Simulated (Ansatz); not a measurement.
TiPOs:
```yaml
crystal:
  lattice:
    - [6.23127, 0.00000, 0.00000]
    - [-3.11564, 5.39644, 0.00000]
    - [0.00000, 0.00000, 3.70119]
  atoms:
    - { symbol: Ti, position: [0.41681, 0.41681, 0.50000] }
    - { symbol: Ti, position: [0.00000, 0.58319, 0.50000] }
    - { symbol: Ti, position: [0.58319, 0.00000, 0.50000] }
    - { symbol: P, position: [0.66667, 0.33333, 0.00000] }
    - { symbol: P, position: [0.33333, 0.66667, 0.00000] }
    - { symbol: P, position: [0.00000, 0.00000, 0.50000] }
    - { symbol: Os, position: [0.74738, 0.74738, 0.00000] }
    - { symbol: Os, position: [0.00000, 0.25262, 0.00000] }
    - { symbol: Os, position: [0.25262, 0.00000, 0.00000] }
```

Relaxed with r²SCAN. Special points in fractions of this cell's reciprocal vectors: Γ (0.000, 0.000, 0.000); M (0.500, 0.000, 0.000); K (0.333, 0.333, 0.000); A (0.000, 0.000, 0.500); L (0.500, 0.000, 0.500); H (0.333, 0.333, 0.500).

Problem. List the band energies nearest the Fermi level at these points for r²SCAN in the plane-wave PAW code Ansatz.

Solution. In eV from the Fermi level; about four levels below and three above (degenerate sets whole), none deeper than 8.9 eV; points with the same levels are listed once.

```
k                          below                above
-  -----------------------------  -------------------
Γ  -2.55 -2.55 -2.16 -2.16 -0.40  0.00 0.00 0.46 0.46
M        -0.43 -0.34 -0.29 -0.09       0.75 1.16 1.33
K        -0.87 -0.87 -0.64 -0.64  0.33 0.61 0.95 0.95
A        -1.63 -0.85 -0.63 -0.63       0.82 0.82 0.90
L        -1.50 -1.35 -1.16 -1.11       0.59 0.84 1.17
H        -1.46 -1.46 -1.14 -1.14  0.64 0.97 1.25 1.25
```

Space group P-62m. The workflow started from a Materials Project entry (that database holds measured and hypothetical structures alike); the Crystallography Open Database copy checked does not list it. Whether it is the stable phase at ambient conditions was not checked. The r²SCAN relaxation kept the symmetry of its start; whether a distortion lowers the energy is not shown. No spin polarisation was allowed. Scalar-relativistic: spin–orbit coupling is off unless named, which matters more the heavier the elements.

Potentials: the later of the program's two PAW sets.
